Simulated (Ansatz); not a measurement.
Given:

B:
```xyz
12
Lattice="2.4305 1.4032 4.1542 -2.4305 1.4032 4.1542 0.0000 -2.8065 4.1542" Properties=species:S:1:pos:R:3 pbc="T T T"
B     -1.5627     0.9022     2.8031
B      1.5627    -0.9022     9.6594
B      0.0000    -1.8045     2.8031
B      0.0000     1.8045     9.6594
B      1.5627     0.9022     2.8031
B     -1.5627    -0.9022     9.6594
B     -0.9905     0.5719     4.4583
B      0.9905    -0.5719     8.0042
B      0.0000    -1.1437     4.4583
B      0.0000     1.1437     8.0042
B      0.9905     0.5719     4.4583
B     -0.9905    -0.5719     8.0042
```

This is the PBE+D3(BJ)-relaxed structure.

### Question
All from the program Ansatz at the PBE+D3(BJ) level (PAW), unless another level is named. Estimate the band gap.

### Answer
1.37 eV (indirect).

### Question
Next, the smallest direct gap on the standard path?

### Answer
1.72 eV.

### Question
And the valence-band maximum?

### Answer
at T.

### Question
What about the conduction-band minimum?

### Answer
on the Γ–T line, 10 % of the way from Γ (2 equivalent valleys).

Space group R-3m (α-B12). Symmetry was held in the PBE+D3(BJ) relaxation.

Potentials: the later of the program's two PAW sets.
